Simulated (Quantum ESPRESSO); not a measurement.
# One change at a time to In3PtSn3Ti

These are calculations, not measurements. They come from Quantum ESPRESSO 7.5, a public plane-wave density functional program. Each row is one single-point run on a made-up periodic cell of eight metal atoms, with elements, volume, strain and displacements drawn at random and not relaxed, so a cell may be unstable or far from any real phase. There is no spin polarisation or spin-orbit coupling.

Settings: PBE unless stated; PseudoDojo standard norm-conserving files; Fermi-Dirac width 0.25 eV, which means electrons at about 2900 K; cutoff 1143 eV; 6 x 6 x 3 k mesh shifted half a step off Gamma. E is the free energy of the whole cell (internal energy minus TS), so a -TS column is already part of it. Stress is positive in tension, and the pressure P is minus a third of its trace.

Checks: one run of this series was repeated at a higher cutoff and on a denser mesh, which moved values by no more than 0.002 eV, 0.07 GPa and 0.017 eV/Å, and a second program with other atomic files agreed on it to 2 % rms in force and 0.5 GPa in pressure. Known limits: the tin pseudopotential is less sure than most, with forces differing by about three percent from a second method on plain tin; heavy elements are run without spin-orbit coupling, which real alloys of them have; a spin test at this wide smearing found no moment, but such smearing suppresses magnetism that the real alloy may have.

The lattice is face-centred cubic, and the cell vectors in Å are (-0.038, 0.054, -4.352); (-4.350, 0.011, -0.038); (2.172, 8.561, 2.086), a volume of 162.65 Å³ in run 1. The elements on sites 1 to 8 are Sn In In Pt In Sn Ti Sn. Each later run makes one change to run 1 and keeps the rest. E is counted from run 1, and is n/a where other atomic files have another zero of energy.

```
run                           change  V (Å³)  P (GPa)  -TS (eV)  rms force (eV/Å)  largest change of a force component (eV/Å)  E (eV)
  1                             none  162.65    11.50    -1.083             0.635                                       0.000   0.000
  2          sites 5 and 8 exchanged  162.65    11.50    -1.066             0.711                                       0.376   0.055
  3    all lengths scaled by -1.07 %  157.49    15.62    -1.053             0.676                                       0.125       ?
  4              LDA in place of PBE  162.65     3.87    -1.091             0.616                                       0.075     n/a
  5                     Re on site 6  162.65     0.19    -1.317             0.423                                       1.739     n/a
  6  site 7 moved by -0.08 Å along y  162.65    11.57    -1.089             0.653                                       0.274   0.069
```

## Worked estimate

Along a uniform scaling dE = -P dV. The mean of the two pressures is 13.560 GPa and the volume changes by -5.16 Å³, with 160.2 GPa to one eV/Å³. The same two rows give -V dP/dV = 128 GPa for this cell with clamped atoms, which is not the bulk modulus of a real alloy.

## Withheld value

Question: what E should run 3 give?

The estimate is 0.437 eV. The calculation gave 0.435 eV.
